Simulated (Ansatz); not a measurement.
C:
Space group P6₃/mmc (No. 194); a = b = 2.466 Å, c = 8.663 Å, α = β = 90.00°, γ = 120.00°

```json
[
 {"atom": "C", "site": "2b", "symmetry": "-6m2", "x": "0.0000", "y": "0.0000", "z": "0.2500"},
 {"atom": "C", "site": "2c", "symmetry": "-6m2", "x": "0.3333", "y": "0.6667", "z": "0.2500"}
]
```

Relaxed at zero pressure with the program Ansatz at the PBE level (PAW).

Problem. The volume is lowered by 3 % and shape and atoms relax at that volume. What pressure results, and how do the axes share the change?

Solution. 0.1 GPa; a 0.0 %, b 0.0 %, c -3.0 %; the energy rises by 0 meV/atom.

Problem. Give the new structure.

Solution. 
Space group P6₃/mmc (No. 194); a = b = 2.4662 Å, c = 8.4047 Å, α = β = 90.00°, γ = 120.00°

| atom | site | symmetry | x | y | z |
|---|---|---|---|---|---|
| C | 2b | -6m2 | 0.0000 | 0.0000 | 0.2500 |
| C | 2c | -6m2 | 0.3333 | 0.6667 | 0.2500 |

The phase is kept; no other phase was compared at this pressure.

Space group P6_3/mmc (graphite). Symmetry was held in the PBE relaxation. The volume lies over 15 % above that of the usual cell of this phase: another minimum, or an error of the functional. A crystal of weakly bound layers computed without a dispersion correction: the cell and the soft elastic constants depend strongly on that.

Potentials: the later of the program's two PAW sets.
